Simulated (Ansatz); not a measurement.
Mg₂Sn in space group P6_3/mmc (No. 194; Mg on 2a, Mg on 2d, Sn on 2c) under volume change, DFT-PBEsol in the program Ansatz with PAW potentials, shape and atoms relaxed at each volume.

```tsv
V (Å³/atom)	E − E(relaxed) (meV/atom)	P (GPa)
20.450	31.1	5.34
21.124	13.1	3.28
21.798	3.1	1.51
22.472	0.0	0.00
23.146	2.7	-1.28
23.821	10.5	-2.37
24.495	22.5	-3.30
```

What does a third-order Birch–Murnaghan fit give for V₀, B₀ and B′?

V₀ = 22.48 Å³/atom, B₀ = 46.2 GPa, B′ = 4.3.

The workflow started from a Materials Project entry (that database holds measured and hypothetical structures alike); the Crystallography Open Database copy checked does not list it. COD files the formula under space group No. 225, 227, so this cell is another polymorph or a model. With Mg and Sn taken as one species the cell has the higher symmetry P6/mmm, so it may be an ordered model of a mixed-site phase. Its standing as an ambient phase is unchecked. The PBEsol relaxation kept the symmetry of its start; of distortions, only those at the zone centre were tested. Scalar-relativistic: spin–orbit coupling is off unless named, which matters more the heavier the elements.

Potentials: the later of the program's two PAW sets.
